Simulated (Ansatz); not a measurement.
BN:
```yaml
crystal:
  lattice:
    - [0.00000, 1.74585, 1.74585]
    - [1.74585, 0.00000, 1.74585]
    - [1.74585, 1.74585, 0.00000]
  atoms:
    - { symbol: N, position: [0.00000, 0.00000, 0.00000] }
    - { symbol: B, position: [0.50000, 0.50000, 0.50000] }
```

Relaxed with r²SCAN. Special points in fractions of this cell's reciprocal vectors: Γ (0.000, 0.000, 0.000); X (0.500, 0.000, 0.500); U (0.625, 0.250, 0.625); K (0.375, 0.375, 0.750); L (0.500, 0.500, 0.500); W (0.500, 0.250, 0.750).

Problem. List the band energies nearest the valence-band maximum at these points for r²SCAN in the plane-wave PAW code Ansatz.

Solution. In eV from the valence-band maximum; about four levels below and three above (degenerate sets whole), none deeper than 8.9 eV; … stands for higher levels left out; points with the same levels are listed once.

```tsv
k	below	above
Γ	-0.93 -0.93 -0.93	9.78 …
X	-5.91 -5.91	1.34 …
U	-4.59	3.59 …
L	-0.74 -0.74	…
W	-7.35	7.61 …
```

Space group Fm-3m (rock salt). A made-up cell: these elements were put on the sites of a structure type; neither database checked (COD, Materials Project) lists it. It is not the phase usual at ambient conditions (space group No. 186, 194, 216). The cell was relaxed with r²SCAN under the symmetry of its start. At this level the phase is dynamically unstable (imaginary phonons).

Potentials: the later of the program's two PAW sets.
